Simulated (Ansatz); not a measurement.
B₃HN₃:
```
CELL_PARAMETERS angstrom
      3.77005    -2.17172     0.00000
      3.77005     2.17172     0.00000
      0.00000     0.00000     6.82600
ATOMIC_POSITIONS crystal
  B  0.30759 0.69241 0.52085
  N  0.63972 0.36028 0.46756
  N  0.36028 0.63972 0.96756
  B  0.69241 0.30759 0.02085
  B  0.97648 0.36166 0.48173
  N  0.30538 0.03163 0.48730
  N  0.03163 0.30538 0.98730
  B  0.36166 0.97648 0.98173
  B  0.63834 0.02352 0.48173
  N  0.96837 0.69462 0.48730
  N  0.69462 0.96837 0.98730
  B  0.02352 0.63834 0.98173
  H  0.36070 0.63930 0.72127
  H  0.63930 0.36070 0.22127
```

Relaxed with r²SCAN+D4.

Question: Give the Bader charges and basin volumes of the independent atoms, plane-wave PAW r²SCAN+D4 (Ansatz code).

Answer: 

| atom | Bader charge (e) | Bader volume (Å³) |
|---|---|---|
| B1 | +2.12 | 2.0 |
| N2 | -2.05 | 13.2 |
| B5 | +2.29 | 1.9 |
| N6 | -2.24 | 15.6 |
| H13 | -0.17 | 5.6 |

Space group Cmc2_1. The start of the workflow was typed in or built on a structure type; neither database checked (COD, Materials Project) lists it. Whether it is the stable phase at ambient conditions was not checked. Symmetry was held in the r²SCAN+D4 relaxation; its stability against distortions is not shown here. The volume moved by -19 % from the start of the relaxation.

Potentials: the earlier of the program's two PAW sets.
